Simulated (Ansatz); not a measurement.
An Ansatz input:

```yaml
crystal:
  lattice:
    - [0.0, 2.405015367, 2.405015367]
    - [2.405015367, 0.0, 2.405015367]
    - [2.405015367, 2.405015367, 0.0]
  atoms:
    - { symbol: Fe, position: [0.125, 0.125, 0.125], spin: 2.5 }
    - { symbol: Fe, position: [0.875, 0.875, 0.875], spin: -2.5 }
hamiltonian:
  xc: mr2scan
  pseudopotentials:
    kind: paw
    azcp:
      Fe: "pseudopotentials/Fe.paw.azcp"
basis:
  ecutwfc: 500
  fft_grid_basis: typed
kpoints:
  mp_grid: { grid: [19, 19, 19], shift: [0, 0, 0] }
magnetization:
  spin_polarized: true
scf:
  occupations: { method: fermi_dirac, width: 0.05 }
output:
  write_density: true
  write_potential: true
  elf: true
  volumetric_format: npy
```

Terminal output

```
Engine: ansatz 0.2.0, aarch64-unknown-linux-gnu
Pseudopotentials: kind: paw
Pseudopotential: Fe, paw, valence charge 16, recommended cutoff 500 eV (meta_gga) 
Functional definition: m-r2SCAN
  exchange = m_r2scan_x
  correlation = m_r2scan_c
Crystal: 2 atoms, lattice volume = 27.822 Å³
Basis set: ecut = 500 eV, 725 PW (Γ), exchange–correlation on 100×100×100 points (64 copies of the dense FFT grid, shifted against one another)
Bands: 23, of which v1, the nominal top of the filled ones, is band 16 counted from 1 (15 counted from 0)
Symmetry: 24 space group operations
Space group: F-43m (ITA 216), of the structure as read, at distance tolerance 3.0e-5 Å
Magnetic group: BNS 227.130 (UNI 1632), of the structure as read, at distance tolerance 3.0e-5 Å
k-points: 220 of 6859 (time reversal used)
Non-local potential: Fe, projectors of the file, l = 0: 3, l = 1: 2, l = 2: 3, l = 3: 1
PAW form: soft (Blöchl's): semilocal exchange-correlation on the pseudo side does not see the compensation charge
PAW frozen core: Fe, regenerated for the run's functional (the file was generated under x = pbe(κ = 0.804, μ = 0.2195149727645171), c = pbe(β = 0.06672455060314922))
PAW one-centre angular grid: Fe, 590 points (default); XC on 160 Gauss nodes
Initial density: superposition of atomic densities (chi_scale 0.1, normalization cell)
Starting moments: Σ|m| = 5 μB on 2 of 2 sites
Starting magnetic order: antiferromagnet; an inversion exchanges its spin sublattices: spin-degenerate at every k-point
Initial wavefunctions: pseudopotential atomic-orbital guess
Functional: x = mr2scan, c = mr2scan; τ floored in thin density (d = 2e-4 eV/Å³)
iter 1 solved again at ethr=2.84e-3 eV; its pass at ethr=3.10e-3 eV (dr2=9.07e-1 eV) is discarded
SCF iter   1: F=—  HF=-8964.708463 eV  |F-HF|=—  |Δ(HF+E_count)|=         —  Δρ=6.41e-2 (↑6.41e-2 ↓6.41e-2)  dr2=1.05e0  dr2_τ=2.84e-2  dr2_m=5.62e-1  M=-0.000 μB ∫|m|=3.872 μB  β_m=0.30  ethr=2.84e-3  ⟨swp⟩=2.7  Hψ=60704  notcnv=0
Mixer restart at iter 1: flushing history
spin=Collinear: Kerker preconditioning applied to the charge; magnetization (m = ρ↑ − ρ↓) channel mixes plain (no charge-response kernel on spin).
SCF iter   2: F=—  HF=-8964.735672 eV  |F-HF|=—  |Δ(HF+E_count)|=   2.72e-2  Δρ=3.98e-2 (↑3.98e-2 ↓3.98e-2)  dr2=2.10e-1  dr2_τ=1.34e-2  dr2_m=3.31e-1  M=0.000 μB ∫|m|=3.749 μB  β_m=0.30  ethr=2.84e-3  ⟨swp⟩=3.5  Hψ=19829  notcnv=0  defer=10  κ⁻¹=1.0e0(r=1)
SCF iter   3: F=—  HF=-8967.184198 eV  |F-HF|=—  |Δ(HF+E_count)|=         —  Δρ=1.55e-1 (↑1.55e-1 ↓1.55e-1)  dr2=2.33e-1  dr2_τ=9.33e-2  dr2_m=6.10e0  M=0.000 μB ∫|m|=1.362 μB  β_m=0.30  ethr=6.55e-4  ⟨swp⟩=2.0  Hψ=15952  notcnv=0  defer=366
Mixer restart at iter 3: flushing history
...
SCF 1 converged in 19 iterations: F = -8968.035589 eV  dr2 = 3.38e-10
WARN: the starting moments were not kept: the SCF closed with an absolute magnetisation of 2.0e-6 μB, where they sum to 5 μB in size (2 sites). That is at most 0.1 of that sum. Measured as dr2_m measures the in/out step, that magnetisation stands 2.5e-12 eV from none, at or under the dr2_threshold of 1.0e-7 eV: it is no larger than a step whose dr2_m would equal this threshold. The system may hold no moment; this SCF shows only that its start led to no more than that. To try another start: raise the starting moments (crystal.atoms[].spin, magnetization.per_species, magnetization.initial_magnetization, or on a non-collinear deck that types none of these the spinor_matrix: blocks that start its atoms; where the total moment is fixed, keep their sum and leave initial_magnetization as it is; typed ones take the place of any that the run laid by itself, positive ones on a crystal's lanthanoids without a Hubbard term where scf.initial_density.shell_occupations: [] is typed) or, if the notice of its spin-set hold's release reads "site moments contracting" or "site moments show no strong build", lengthen the hold (scf.mixing.spin_hold: { on: { confirm: 4 } }; for m-r²SCAN on two components see the key's manual first). Each may lead to a state that holds a moment. A second SCF, from the converged charge density, with the starting moments and any scf.initial_density.shell_occupations laid on it anew, would have followed, and was not run: the deck does not ask for one (magnetization.retry_lost_moments is false, the default). To let it run, set magnetization.retry_lost_moments: true and run the deck again, where that key's refused combinations let it; where memory then withholds it, that run's warning says so.
SCF converged after 19 iterations
Magnetization: 0.0000 μB (16.0000 up, 16.0000 down)
Absolute magnetization: 0.0000 μB (∫|ρ↑−ρ↓|, with the PAW one-centre terms)
Spin contamination: 0.0000 ħ² per cell (⟨S²⟩ above its minimum at these occupations)
Per-site moments (μB) at R_I (Å): [(-7.524989386695626e-7, 0.8591568167795063), (7.71925104058728e-7, 0.8591568167795063)]
Free energy (F): -8968.035589 eV
Harris-Foulkes:  -8968.035589 eV  (|F-HF|=2.37e-9)
Internal energy: -8968.016764 eV  (E = F + TS)
E sigma→0 (E₀):  -8968.026176 eV
Entropy (-TS):   -0.018825 eV (-9.413 meV/atom)
Fermi energy:    14.187353 eV
--- Per-component energies (eV) ---
  E_band       = -604.598004
  E_kinetic    = 715.716277
  E_local      = -5217.138124  (includes V_loc(G=0)·N_el)
  E_nonlocal   = 438.166495
  E_hartree    = 2208.424067
  E_xc         = -226.938533
  E_vxc        = -337.568593  (∫ρ·V_xc dr)
  E_paw        = -2757.336635  (= ΣΔE_a)
  E_vpaw       = -645.371378  (= ΣTr[D̂ρ^β])
  E_aug_tail   = 0.000559  (compensation charges beyond the density's cutoff)
  E_vtau       = 24.747018  (kinetic-family band-sum trace: ∫τ·v_τ [+ j·A + Jᵃ·Aᵃ] dr)
  E_ewald      = -4128.331920
  E_core_change = -0.578950  (= ΣΔE_core)
  E_smearing   = -0.018825  (= −TS)
  E_closure    = -0.000000  (closes the sum)
  Σ components = -8968.035589   (vs F -8968.035589, Δ=0.00e0)
--- Band table (eV; the first three rows and the last of 440) ---
  k-point 0 ↑: bands = ["-76.2573", "-75.7986", "-41.1213", "-41.1213", "-41.1213", "-40.4268", "-40.4268", "-40.4268", "6.9990", "11.1655", "11.1655", "11.4600", "11.4600", "11.4600", "13.7942", "13.7942", "13.7942", "15.5601", "15.5601", "29.3659", "29.3659", "29.3659", "29.6312"]
  k-point 1 ↑: bands = ["-76.2549", "-75.8008", "-41.1237", "-41.1237", "-41.1211", "-40.4276", "-40.4245", "-40.4245", "7.0606", "11.1179", "11.1179", "11.4640", "11.5248", "11.5248", "13.7585", "13.7881", "13.7881", "15.5600", "15.5600", "27.8339", "28.7942", "28.7942", "30.2432"]
  k-point 2 ↑: bands = ["-76.2478", "-75.8075", "-41.1304", "-41.1304", "-41.1204", "-40.4297", "-40.4178", "-40.4178", "7.2439", "11.0386", "11.0386", "11.4778", "11.6509", "11.6509", "13.6534", "13.7751", "13.7751", "15.5585", "15.5585", "26.0901", "28.1729", "28.1729", "29.9234"]
  k-point 219 ↓: bands = ["-76.0373", "-76.0116", "-41.2864", "-41.2759", "-40.8096", "-40.7518", "-40.2774", "-40.2687", "10.2608", "10.3234", "11.9155", "12.0046", "12.4431", "12.6336", "12.9938", "13.1271", "15.7701", "15.7983", "17.3639", "17.7430", "17.9162", "18.7588", "30.1362"]
```
